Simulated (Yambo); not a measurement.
Yambo input for KCl (rock salt, space group Fm-3m, No. 225) (a = 4.2959 Å, b = 4.2959 Å, c = 4.2959 Å, α = 60.00°, β = 60.00°, γ = 60.00°), on norm-conserving LDA (Quantum ESPRESSO, 72 Ry, scalar-relativistic) wavefunctions on a 10×10×10 mesh:

```
optics
chi
dipoles
kernel
FFTGvecs= 40 Ry
Chimod= "HARTREE"
NGsBlkXd= 4 Ry
% QpntsRXd
 1 | 1 |
%
% BndsRnXd
 1 | 42 |
%
GrFnTpXd= "R"
% EnRngeXd
 0.0 | 20.0 | eV
%
% DmRngeXd
 0.2 | 0.2 | eV
%
CGrdSpXd= 50
ETStpsXd= 161
% LongDrXd
 1.0 | 0.0 | 0.0 |
%
```

First lines of the file o-*.eps_q1_inv_rpa_dyson:

```
Absorption @ Q(1):   1.00000000     0.00000000     0.00000000    [q->0 direction]
#
# [ X ] Hartree size     :   65
# [GEN] GF Energies     : Slater exchange(X)+Perdew & Wang(C)
# [GEN] Green`s Function     : Retarded
#
# [GEN] Gauge     : Length
# [GEN] [r,Vnl] included     : yes
#
#    E[1] [eV]     Im(eps)     Re(eps)     Im(eps_o)     Re(eps_o)
#
     0.000000     -0.44938E-09     2.383649     -0.12246E-18     2.823363
     0.125000     0.728128E-3     2.383875     0.001008     2.823677
     0.250000     0.001458     2.384557     0.002018     2.824620
     0.375000     0.002193     2.385695     0.003035     2.826195
     0.500000     0.002934     2.387293     0.004061     2.828406
     0.625000     0.003685     2.389355     0.005098     2.831260
     0.750000     0.004446     2.391889     0.006152     2.834766
     0.875000     0.005222     2.394901     0.007224     2.838934
     1.000000     0.006014     2.398402     0.008318     2.843776
     1.125000     0.006825     2.402401     0.009439     2.849309
     1.250000     0.007658     2.406913     0.010589     2.855549
     1.375000     0.008517     2.411952     0.011775     2.862516
     1.500000     0.009405     2.417534     0.013000     2.870233
     1.625000     0.010326     2.423680     0.014269     2.878727
     1.750000     0.011284     2.430409     0.015588     2.888026
     1.875000     0.012283     2.437748     0.016964     2.898163
     2.000000     0.013330     2.445723     0.018403     2.909176
     2.125000     0.014430     2.454365     0.019913     2.921105
     2.250000     0.015590     2.463710     0.021504     2.933998
     2.375000     0.016817     2.473795     0.023184     2.947908
     2.500000     0.018121     2.484666     0.024967     2.962891
     2.625000     0.019511     2.496371     0.026863     2.979017
     2.750000     0.020999     2.508969     0.028890     2.996359
     2.875000     0.022599     2.522523     0.031065     3.015002
     3.000000     0.024327     2.537106     0.033408     3.035044
     3.125000     0.026204     2.552803     0.035945     3.056595
     3.250000     0.028253     2.569711     0.038706     3.079782
     3.375000     0.030503     2.587944     0.041727     3.104752
     3.500000     0.032991     2.607633     0.045054     3.131676
     3.625000     0.035763     2.628936     0.048742     3.160754
     3.750000     0.038877     2.652037     0.052862     3.192225
     3.875000     0.042411     2.677163     0.057509     3.226372
     4.000000     0.046470     2.704589     0.062805     3.263541
```
(The file goes on to the top of the energy range.) Convergence of the RPA response with its 10×10×10 mesh was not tested.

Geometry relaxed with LDA.
